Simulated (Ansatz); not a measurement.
ZnS:
Space group P6₃mc (No. 186); a = b = 3.8452 Å, c = 6.3055 Å, α = β = 90.00°, γ = 120.00°

```
atom  site  symmetry       x       y       z
----  ----  --------  ------  ------  ------
Zn      2b       3m.  0.3333  0.6667  0.4999
S       2b       3m.  0.3333  0.6667  0.1253
```

Relaxed with DFT-PBE in the program Ansatz with PAW potentials. Indices refer to the conventional cell of P6_3mc, a = b = 3.845 Å, c = 6.306 Å, α = β = 90.00°, γ = 120.00°.

Task: Simulate the powder diffraction pattern (Cu Kα, λ = 1.54184 Å; lines above 1 %) up to 2θ = 90°.

Result: Simulated powder pattern, Cu Kα, λ = 1.54184 Å (kinematic, ideal powder, no thermal factors, no anomalous dispersion; the 30 strongest lines at most, above 1 %, up to 2θ = 90°):

```json
[
 {"2θ (°)": "26.77", "d (Å)": "3.330", "I/Imax (%)": "91", "hkl": "(1 0 -1 0)"},
 {"2θ (°)": "28.31", "d (Å)": "3.153", "I/Imax (%)": "58", "hkl": "(0002)"},
 {"2θ (°)": "30.35", "d (Å)": "2.945", "I/Imax (%)": "100", "hkl": "(1 0 -1 1)"},
 {"2θ (°)": "39.36", "d (Å)": "2.289", "I/Imax (%)": "35", "hkl": "(1 0 -1 2)"},
 {"2θ (°)": "47.28", "d (Å)": "1.923", "I/Imax (%)": "71", "hkl": "(1 1 -2 0)"},
 {"2θ (°)": "51.41", "d (Å)": "1.777", "I/Imax (%)": "72", "hkl": "(1 0 -1 3)"},
 {"2θ (°)": "55.16", "d (Å)": "1.665", "I/Imax (%)": "11", "hkl": "(2 0 -2 0)"},
 {"2θ (°)": "56.02", "d (Å)": "1.641", "I/Imax (%)": "48", "hkl": "(1 1 -2 2)"},
 {"2θ (°)": "57.23", "d (Å)": "1.610", "I/Imax (%)": "16", "hkl": "(2 0 -2 1)"},
 {"2θ (°)": "58.56", "d (Å)": "1.576", "I/Imax (%)": "1.8", "hkl": "(0004)"},
 {"2θ (°)": "63.15", "d (Å)": "1.472", "I/Imax (%)": "8.1", "hkl": "(2 0 -2 2)"},
 {"2θ (°)": "65.51", "d (Å)": "1.425", "I/Imax (%)": "1.9", "hkl": "(1 0 -1 4)"},
 {"2θ (°)": "72.41", "d (Å)": "1.305", "I/Imax (%)": "24", "hkl": "(2 0 -2 3)"},
 {"2θ (°)": "75.54", "d (Å)": "1.259", "I/Imax (%)": "8.1", "hkl": "(2 1 -3 0)"},
 {"2θ (°)": "77.30", "d (Å)": "1.234", "I/Imax (%)": "12", "hkl": "(2 1 -3 1)"},
 {"2θ (°)": "78.46", "d (Å)": "1.219", "I/Imax (%)": "4.1", "hkl": "(1 1 -2 4)"},
 {"2θ (°)": "81.64", "d (Å)": "1.179", "I/Imax (%)": "17", "hkl": "(1 0 -1 5)"},
 {"2θ (°)": "82.53", "d (Å)": "1.169", "I/Imax (%)": "7.2", "hkl": "(2 1 -3 2)"},
 {"2θ (°)": "87.98", "d (Å)": "1.110", "I/Imax (%)": "11", "hkl": "(3 0 -3 0)"}
]
```

The PBE relaxation kept the symmetry of its start.

Potentials: the later of the program's two PAW sets.
